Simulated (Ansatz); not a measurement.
Polymorphs of Ta₂C, each relaxed with DFT-PBEsol in the program Ansatz with PAW potentials:

A: P-3m1
a = b = 3.095 Å, c = 4.922 Å, α = β = 90.00°, γ = 120.00°

```json
[
 {"atom": "Ta", "site": "2d", "symmetry": "3m.", "x": "0.3333", "y": "0.6667", "z": "0.2531"},
 {"atom": "C", "site": "1a", "symmetry": "-3m.", "x": "0.0000", "y": "0.0000", "z": "0.0000"}
]
```

B: P4/nmm
a = b = 3.4859 Å, c = 6.4656 Å, α = β = γ = 90.00°

```csv
atom,site,symmetry,x,y,z
Ta,2a,-4m2,0.0000,0.0000,0.0000
Ta,2c,4mm,0.5000,0.0000,0.3675
C,2c,4mm,0.0000,0.5000,0.2749
```

### Question
Rank these by energy per atom at 0 K (lowest first), as PBEsol gives it.

### Answer
A (+0 meV/atom), B (+970 meV/atom)

Constructed cells (a structure type filled with these elements, in neither database checked): B. Standing as an ambient phase not checked: A. All cells were relaxed under the symmetry of their starts (and spin orders); stability against distortions was not tested throughout. Rows with no word on spin ran without spin polarisation. Spin–orbit coupling is left out wherever it is not named.

Energies hold the estimated change up to a 700 eV cutoff; steps of a few meV lie near the error of the meshes.

Potentials: the later of the program's two PAW sets.
